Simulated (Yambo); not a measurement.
SiO2 (α-quartz, space group P3_221, No. 154), G0W0@LDA in Yambo with this input:

```
rim_cut
gw0
dyson
el_el_corr
HF_and_locXC
ppa
em1d
RandQpts= 1000000
RandGvec= 1 Ry
EXXRLvcs= 84 Ry
VXCRLvcs= 336 Ry
Chimod= "HARTREE"
% BndsRnXp
 1 | 213 |
%
NGsBlkXp= 8 Ry
% LongDrXp
 1.0 | 1.0 | 1.0 |
%
PPAPntXp= 27.2114 eV
% GbndRnge
 1 | 213 |
%
GTermKind= "BG"
DysSolver= "n"
ExtendOut
```

On a 3×3×4 mesh, with wavefunctions cut at 84 Ry, the gap (K → Γ) is 8.860 eV and the valence edge shifts by -1.784 eV.

**Question.** What happens with this change: pole fitted at 15 eV?

**Answer.** The gap falls by 0.047 eV, to 8.813 eV; the shift of the valence edge becomes -1.709 eV. Neither run is shown to be the converged limit.

Geometry of the Materials Project entry, not relaxed at this level; primitive cell a = 4.917 Å, b = 4.917 Å, c = 5.432 Å, α = 90.00°, β = 90.00°, γ = 120.00°.

A shift is the quasiparticle energy of the state minus its LDA energy.
